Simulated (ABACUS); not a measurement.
A self-consistent single point of CsPbBr₃ (P4/mmm, 5 atoms in the cell; from Materials Project mp-600089, changed as shown) with ABACUS.

Method: PBEsol, PseudoDojo 0.4 standard norm-conserving PBEsol (tails mended) pseudopotentials (plane waves; ABACUS 3.10.1).

The change in words: lattice vector a scaled by 0.98. Reference geometry (Pm-3m):
```
CsPbBr3
1.0
    5.84988     0.00000     0.00000
    0.00000     5.84988     0.00000
    0.00000     0.00000     5.84988
Cs Pb Br
1 1 3
Direct
  0.00000   0.00000   0.00000
  0.50000   0.50000   0.50000
  0.50000   0.50000   0.00000
  0.00000   0.50000   0.50000
  0.50000   0.00000   0.50000
```

Reference input (self-consistent single point, DFT, PBEsol, plane waves, PseudoDojo 0.4 standard norm-conserving PBEsol (tails mended) pseudopotentials): KPT = Gamma 4 4 4 0 0 0; basis_type = pw; dft_functional = PBESOL; ecutwfc = 62.5 Ry; smearing_method = gaussian; smearing_sigma = 0.00146997 Ry; potentials = PseudoDojo 0.4 standard norm-conserving PBEsol (tails mended); symmetry = 1; symmetry_prec = 1e-05; ks_solver = dav; scf_nmax = 100; scf_thr = 1.0e-09 Ry. This run's input differs from it in these lines:

```diff
@@ -29,3 +29,3 @@
 LATTICE_VECTORS
-  11.0546767311    0.0000000000    0.0000000000
+  10.8335825540    0.0000000000    0.0000000000
    0.0000000000   11.0546767311    0.0000000000
@@ -44,3 +44,3 @@
 1
-   2.9249415000    2.9249415000    2.9249415000
+   2.8664425000    2.9249415000    2.9249415000
 
@@ -49,5 +49,5 @@
 3
-   2.9249415000    2.9249415000    0.0000000000
+   2.8664425000    2.9249415000    0.0000000000
    0.0000000000    2.9249415000    2.9249415000
-   2.9249415000    0.0000000000    2.9249415000
+   2.8664425000    0.0000000000    2.9249415000
 # file: KPT
```

Output (repeated stretches shortened):

```
 SELF-CONSISTENT
 -------------------------------------------
                                 init_chg = atomic

 PW ALGORITHM --------------- ION=   1  ELEC=   1--------------------------------

 Notice: Threshold on eigenvalues was too large.

 Density error is 0.106877616878
                          Error Threshold = 0.000249988052627
 E_KohnSham     -281.0189361169      -3823.4587770878
 E_Fermi        0.3316234136         4.5119680148

 PW ALGORITHM --------------- ION=   1  ELEC=   2--------------------------------

 Density error is 0.0125424154798
                          Error Threshold = 0.000242903674723
   [... lines left out ...]

 Density error is 6.16056821624e-09
                          Error Threshold = 1.20006099322e-10
 E_KohnSham     -281.0497987699      -3823.8786850243
 E_Fermi        0.3455322327         4.7012072074

 PW ALGORITHM --------------- ION=   1  ELEC=   8--------------------------------

 Density error is 1.59058452979e-10
                          Error Threshold = 1.40012914005e-11
 E_KohnSham     -281.0497987720      -3823.8786850531
 E_KS(sigma->0) -281.0497987720      -3823.8786850531
 E_entropy(-TS) -0.0000000000        -0.0000000000
 E_Fermi        0.3455512678         4.7014661931
 charge density convergence is achieved
 final etot is -3823.8786851 eV
 EFERMI = 4.7014661931 eV

 STATE ENERGY(eV) AND OCCUPATIONS    NSPIN == 1
   [... 29 lines left out ...]

 TOTAL-FORCE (eV/Angstrom)
                       Cs1         0.0000000000         0.0000000000         0.0000000000
                       Pb1         0.0000000000         0.0000000000         0.0000000000
                       Br1         0.0000000000         0.0000000000         0.0000000000
                       Br2         0.0000000000         0.0000000000         0.0000000000
                       Br3         0.0000000000         0.0000000000         0.0000000000

 TOTAL-STRESS (KBAR)
        15.9069348319         0.0000000000         0.0000000000
         0.0000000000         4.7464792045         0.0000000000
         0.0000000000         0.0000000000         4.7464792045
 TOTAL-PRESSURE: 8.466631 KBAR

 --------------------------------------------
 !FINAL_ETOT_IS -3823.8786850531114396 eV
 --------------------------------------------
```

The run converged in 8 iterations. Against the reference run the free energy rises by 4.7 meV/atom, the pressure goes from 0.33 to 0.85 GPa and the gap on the mesh goes from 1.385 to 1.239 eV.

Spin-orbit coupling is left out, which matters for bands and gaps with elements this heavy. The structure comes from a collection of computed structures, made at another level of theory; the collection holds predicted forms beside known ones. Its lattice was then scaled.

Cost on one core: about 100 core-seconds (a rough figure).

“Tails mended”: in these copies of the files the far tail of each local potential was reset to the Coulomb form.
